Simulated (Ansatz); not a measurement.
Consider the following.

CoSi:
```
CoSi
1.0
    4.35036     0.00000     0.00000
    0.00000     4.35036     0.00000
    0.00000     0.00000     4.35036
Co Si
4 4
Direct
  0.85426   0.64574   0.35426
  0.64574   0.35426   0.85426
  0.35426   0.85426   0.64574
  0.14574   0.14574   0.14574
  0.15690   0.34310   0.65690
  0.34310   0.65690   0.15690
  0.65690   0.15690   0.34310
  0.84310   0.84310   0.84310
```

This is the LDA-relaxed structure.

### Question
All from plane-wave PAW LDA (Ansatz code), unless another level is named. Give the electronic character.

### Answer
metallic (no gap).

### Question
Next, the formation energy from the elements (no fitted shifts)?

### Answer
-0.77 eV/atom.

### Question
And the density of states at the Fermi level?

### Answer
0.13 states/eV per atom (mean over ±0.08 eV).

Space group P2_13. Symmetry was held in the LDA relaxation; phonons on a q-mesh show no instability. No spin polarisation was allowed. The references are the lowest solids computed at this level, not always the standard phases.

Potentials: the later of the program's two PAW sets.
